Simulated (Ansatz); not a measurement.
Independent-particle absorption of Cs₂AgSbBr₆ (Fm-3m, a = 11.082 Å, b = 11.082 Å, c = 11.082 Å, α = 90.00°, β = 90.00°, γ = 90.00°), no local fields or excitons, 0.1 eV broadening. Method: DFT PBEsol, scalar-relativistic, plane waves, PAW in Ansatz 0.2.0.

Plane waves to 420 eV, a k mesh through Γ of 4×4×4 on the computed 10-atom cell and Gaussian smearing (0.02 eV); no spin polarisation. The spectrum is summed on a 6×6×6 mesh.

```yaml
crystal:
  lattice:
    - [0.00000, 5.54101, 5.54101]
    - [5.54101, 0.00000, 5.54101]
    - [5.54101, 5.54101, 0.00000]
  atoms:
    - { symbol: Cs, position: [0.75000, 0.75000, 0.75000] }
    - { symbol: Cs, position: [0.25000, 0.25000, 0.25000] }
    - { symbol: Ag, position: [0.50000, 0.50000, 0.50000] }
    - { symbol: Sb, position: [0.00000, 0.00000, 0.00000] }
    - { symbol: Br, position: [0.74854, 0.25146, 0.25146] }
    - { symbol: Br, position: [0.25146, 0.25146, 0.74854] }
    - { symbol: Br, position: [0.25146, 0.74854, 0.74854] }
    - { symbol: Br, position: [0.25146, 0.74854, 0.25146] }
    - { symbol: Br, position: [0.74854, 0.25146, 0.74854] }
    - { symbol: Br, position: [0.74854, 0.74854, 0.25146] }
```

(photon energy (eV), ε2,xx): (0.0, 0.00), (0.4, 0.00), (0.6, 0.00), (1.0, 0.00), (1.4, 0.00), (1.6, 0.00), (2.0, 9.39), (2.4, 3.17), (2.6, 8.58), (3.0, 8.90), (3.4, 6.02), (3.6, 4.22), (4.0, 2.65), (4.4, 2.21), (4.6, 2.04), (5.0, 1.76), (5.4, 1.29), (5.6, 1.27), (6.0, 1.17), (6.2, 1.45), (6.6, 4.06), (7.0, 4.67), (7.2, 4.71), (7.6, 4.44), (8.0, 3.76), (8.2, 3.16), (8.6, 3.08), (9.0, 2.93), (9.2, 3.27), (9.6, 2.75), (10.0, 3.68), (10.2, 3.33), (10.6, 2.49), (11.0, 2.36), (11.2, 2.11), (11.6, 1.94)

The strongest peak lies near 2.8 eV. ε∞ (xx, yy, zz) = 6.8, 6.8, 6.8.

Cost: 1 run of about 2.3 core-minutes, on Intel Xeon Platinum 8375C (Ice Lake) (shared hosts).